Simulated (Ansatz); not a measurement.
A geometry of CsPbCl₃ away from equilibrium: the start of the relaxation of a relaxed CsPbCl3 cell, doubled along one cell vector, shaken by Gaussian noise of σ = 0.08 Å a coordinate. Method: r2SCAN (plane waves to 500 eV, PAW, scalar-relativistic; Ansatz, a program for electronic structure). Γ-centred k-mesh 4×4×2 on the run's cell (coarser than for final values), Fermi–Dirac smearing 0.05 eV.

```xyz
10
Lattice="5.6750 0.0000 0.0000 0.0000 5.6750 0.0000 0.0000 0.0000 11.3500" Properties=species:S:1:pos:R:3 pbc="T T T"
Cs     0.0981    -0.0863    -0.0805
Cs    -0.1265    -0.0237     5.5633
Pb     2.7963     2.8453     2.9430
Pb     2.8211     2.8395     8.5549
Cl     0.1017     2.8555     2.8677
Cl    -0.1096     2.7713     8.5085
Cl     2.9509     2.9016     0.0310
Cl     2.7628     2.8754     5.5872
Cl     2.7817     0.0118     2.8402
Cl     2.7426    -0.0029     8.3828
```

Give the Cartesian forces on all atoms (eV/Å).


```json
[
 {"atom": "Cs1", "Fx": "-0.02", "Fy": "0.01", "Fz": "0.07"},
 {"atom": "Cs2", "Fx": "0.03", "Fy": "0.01", "Fz": "0.00"},
 {"atom": "Pb3", "Fx": "0.28", "Fy": "0.00", "Fz": "-0.62"},
 {"atom": "Pb4", "Fx": "-0.13", "Fy": "-0.02", "Fz": "0.02"},
 {"atom": "Cl5", "Fx": "-0.31", "Fy": "0.00", "Fz": "0.02"},
 {"atom": "Cl6", "Fx": "0.15", "Fy": "0.01", "Fz": "0.00"},
 {"atom": "Cl7", "Fx": "-0.05", "Fy": "0.00", "Fz": "-0.34"},
 {"atom": "Cl8", "Fx": "0.02", "Fy": "0.00", "Fz": "0.79"},
 {"atom": "Cl9", "Fx": "0.00", "Fy": "-0.01", "Fz": "0.03"},
 {"atom": "Cl10", "Fx": "0.00", "Fy": "0.00", "Fz": "0.02"}
]
```

What is the pressure?

+0.3 GPa, compression positive.

How much energy per atom can still be gained by relaxing?

0.01 eV/atom; the path ends in P1 (No. 1) at a tolerance of 0.01 Å, Pm-3m (No. 221) at 0.1 Å.

No spin polarisation in the result.

The end of the path is a generated cell of CsPbCl3: the first start was made by placing the elements on the sites of a structure type, and the end was not matched to a known phase here, so it may be hypothetical. Known forms of CsPbCl3 include space group No. 221.
